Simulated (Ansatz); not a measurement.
An elastic tensor (GPa, Voigt order, standard axes) from the program Ansatz at the r²SCAN level (PAW):

```
70.0  33.3  12.2   0.0   0.0   0.0
33.3  70.0  12.2   0.0   0.0   0.0
12.2  12.2  84.7   0.0   0.0   0.0
 0.0   0.0   0.0   8.0   0.0   0.0
 0.0   0.0   0.0   0.0   8.0   0.0
 0.0   0.0   0.0   0.0   0.0  18.4
```

Q: Which compound is it?
A. Mg, P6/mmm (Mg on 1a, Mg on 2d)
B. Al, dhcp (α-La type)
C. InMo2C, P6_3/mmc (In on 2d, Mo on 4f, C on 2a)
D. MgO, wurtzite

A: A, Mg, P6/mmm (Mg on 1a, Mg on 2d)

A made-up cell: these elements were put on the sites of a structure type; the Crystallography Open Database copy checked does not list it. It is not the phase usual at ambient conditions (space group No. 194). The r²SCAN relaxation kept the symmetry of its start; its stability against distortions is not shown here. As this level gives no gap, shear constants depend on the k-mesh and smearing (Fermi–Dirac, 0.1 eV here).

Potentials: the earlier of the program's two PAW sets.
